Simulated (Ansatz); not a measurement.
A generator proposed this cell of Cd₄S.

```
Cd S
1.0
     4.55130    0.00000    0.00000
     0.00000    4.55130    0.00000
     0.00000    0.00000    7.03310
Cd S
4 1
Direct
  0.00000 0.50000 0.50000
  0.50000 0.00000 0.50000
  0.00000 0.00000 0.27720
  0.00000 0.00000 0.72280
  0.50000 0.50000 0.50000
```

Theory: DFT PBE, scalar-relativistic, plane waves, PAW (Ansatz 0.2.0). Settings: cutoff 420 eV, Γ-centred mesh 4×4×4 on the computed 5-atom cell, Gaussian smearing of 0.10 eV; no spin polarisation.

The zero of energy is the elements' standard structures at the same level; no fitted shifts are applied.

Task: Estimate its pressure, forces and energy as it stands.

Result: The pressure is 19.9 GPa (the mean over three directions, positive in compression), the largest force is 2.50 eV/Å, and the energy is +0.89 eV/atom against the elements. The shortest distance is 2.28 Å.

Task: How much does it gain on relaxing, and where does it end?

Result: Relaxing gains about 0.76 eV/atom (the start's value is from the coarse mesh, so the gain is rough) in 15 ionic steps and ends at +0.12 eV/atom on the finer mesh. The symmetry stays P4/mmm (No. 123). The volume per atom grows by 19.8 %, from 29.1 to 34.9 Å³. The shortest distance goes from 2.28 Å (Cd–S) to 2.65 Å (Cd–S). The ratio c/a of the conventional cell changes by a factor of 0.75. Conventional cell: a = 5.309 Å, c = 6.193 Å. Cd on a site of symmetry mmm has 2 S at 2.65 Å and 4 Cd at 3.13 Å; Cd on a site of symmetry 4mm is surrounded by 1 Cd at 2.88 Å, 4 Cd at 3.13 Å and 1 Cd at 3.31 Å; around S lie 4 Cd at 2.65 Å.

The last run used an 8×8×6 mesh (in the run's order of axes) for its 5-atom cell and Gaussian smearing of 0.10 eV. The reference form of S is held partly by dispersion forces, which this level lacks. The relaxation can't lower the symmetry of the start. Symmetry constrained the relaxation, so the result can be a saddle point.
